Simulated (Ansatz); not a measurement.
**Quadrupolar parameters in MgAlCrS4**

The cell is a Materials Project structure (computed, not necessarily an observed phase).

```cif
data_MgAlCrS4
_symmetry_space_group_name_H-M 'Imma'
_symmetry_Int_Tables_number 74
_cell_length_a 7.2089
_cell_length_b 7.2595
_cell_length_c 10.2318
_cell_angle_alpha 90.000
_cell_angle_beta 90.000
_cell_angle_gamma 90.000
loop_
_atom_site_label
_atom_site_type_symbol
_atom_site_symmetry_multiplicity
_atom_site_Wyckoff_symbol
_atom_site_fract_x
_atom_site_fract_y
_atom_site_fract_z
Mg Mg 4 e 0.5000 0.7500 0.1260
Al Al 4 c 0.2500 0.2500 0.2500
Cr Cr 4 a 0.0000 0.5000 0.0000
S7 S 8 i 0.2240 0.7500 0.9870
S8 S 8 h 0.0000 0.0245 0.2374
```

One atom of each set is listed; the run and its k-mesh use a cell of 14 atoms with edges of 7.23, 7.23, 7.23 Å.

Computed with Ansatz: DFT, PBE, plane waves and PAW, scalar-relativistic, collinear spin, 420 eV cutoff, Γ-centred 6×6×6 k-points, Fermi–Dirac smearing 0.02 eV. Start moments as typed (μB): 3 on each Cr, none on the rest.

V_zz is the principal component of the electric field gradient with the largest magnitude, η = (V_xx − V_yy)/V_zz and C_Q = eQV_zz/h.

25Mg: I = 5/2, Q = 199.4 mb; Al-27: I = 5/2, Q = 146.6 mb; Cr-53: I = 3/2, Q = -150.0 mb; ³³S: I = 3/2, Q = -69.40 mb. Q values from Pyykkö, Mol. Phys. 116, 1328 (2018).

```json
{"site": "Mg", "atoms": "2", "first shell": "4 S at 2.43–2.45 Å", "V_zz (10²¹ V/m²)": "0.097", "η": "0.89", "C_Q (MHz)": "0.470"}
{"site": "Al", "atoms": "2", "first shell": "6 S at 2.43–2.44 Å", "V_zz (10²¹ V/m²)": "-0.38", "η": "0.00", "C_Q (MHz)": "-1.33"}
{"site": "Cr", "atoms": "2", "first shell": "6 S at 2.43–2.44 Å", "V_zz (10²¹ V/m²)": "-0.88", "η": "0.46", "C_Q (MHz)": "3.18"}
{"site": "S7", "atoms": "4", "first shell": "1 Al at 2.43 Å, 2 Cr at 2.43 Å, 1 Mg at 2.45 Å", "V_zz (10²¹ V/m²)": "-1.65", "η": "0.05", "C_Q (MHz)": "2.77"}
{"site": "S8", "atoms": "4", "first shell": "1 Mg at 2.43 Å, 1 Cr at 2.44 Å, 2 Al at 2.44 Å", "V_zz (10²¹ V/m²)": "-1.40", "η": "0.95", "C_Q (MHz)": "2.35"}
```

All moments are parallel here, as the start or the cell imposes; many such compounds order antiparallel, where fields and spin densities carried over to other atoms largely cancel. The magnetic order is the one that the run reached from its start moments, not necessarily the measured one. Where η is near 1 the sign of V_zz means little.

Hardware: 1 thread of Arm Neoverse V2 (aarch64; 32 cores open to the job, memory cap 3.0 GiB, no GPU), a shared host with a load of 0.8 a core. Wall time 3.3 min, CPU time 3.3 min, peak memory 1.3 GiB.
